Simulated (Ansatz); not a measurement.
**Surface calculation: fcc Cu (100), 5 layers**

The slab is cut from the fcc crystal, the stable phase, as relaxed on PAW files (11.95 Å³/atom), with 16 Å of vacuum and a dipole correction:

```
CELL_PARAMETERS angstrom
2.56651 0.00000 0.00000
0.00000 2.56651 0.00000
0.00000 0.00000 23.25920
ATOMIC_POSITIONS crystal
Cu 0.00000 0.00000 0.34395
Cu 0.50000 0.50000 0.42197
Cu 0.00000 0.00000 0.50000
Cu 0.50000 0.50000 0.57803
Cu 0.00000 0.00000 0.65605
```

Computed with Ansatz 0.2.0; functional PBE, scalar-relativistic. Settings: a Γ-centred 14×14×1 k mesh, Fermi–Dirac smearing of 0.1 eV, no spin polarisation. Methods: LAPW: all electrons, basis error target 1 meV/atom; PAW: frozen-core files, cutoff 420 eV.

The bulk energy comes from a cell in the slab's orientation on a 14×14×10 mesh. The surface energy is (E(slab) − N·E(bulk))/2A at zero smearing, the mean of both faces; thin slabs carry quantum-size effects.

Q: As cut, the LAPW slab lies 1.237 eV above 5 atoms of bulk. What surface energy is that?

A: Over two faces of 6.59 Å² it is 93.9 meV/Å², and times 16.02 J/m² per eV/Å² that gives γ = 1.504 J/m².

Q: What do relaxation and the other method give, and what work function comes out?

A: 

| method | γ as cut (J/m²) | γ relaxed (J/m²) | Φ as cut (eV) | Φ relaxed (eV) |
| --- | --- | --- | --- | --- |
| LAPW | 1.504 | 1.487 | 4.50 | 4.47 |
| PAW | 1.503 | 1.486 | 4.50 | 4.47 |

Q: How do the spacings between the planes relax?

A: From the bottom face up: d12 -3.4 % of 1.815 Å, d23 +0.3 % of 1.815 Å, d34 +0.3 % of 1.815 Å, d45 -3.4 % of 1.815 Å.

Q: A field of 0.2 V/Å is applied along the normal, atoms held. What follows?

A: LAPW finds an induced dipole of 0.0743 e·Å a cell (PAW 0.0743), that is 10.21 Å for 4πα over the area, against 7.15 Å between the outer atoms.

Q: A 2p core hole is made on one atom of each kind in every 1×1 cell (PAW hole dataset, neutral cell, valence without spin). What does it cost by layer?

A: layer 1 936.40 eV, layer 2 936.61 eV, layer 3 936.61 eV. Shifts between layers mean more than the absolute values, and a whole layer of holes screens otherwise than one hole.

Q: In the relaxed 1×1 cell, replace the outer, then the middle Cu by Zn, which changes a whole layer. What shift does this Z+1 picture give?

A: E(outer) − E(middle) = -0.18 eV by LAPW and -0.18 eV by PAW; a positive value puts the surface line at higher binding energy.
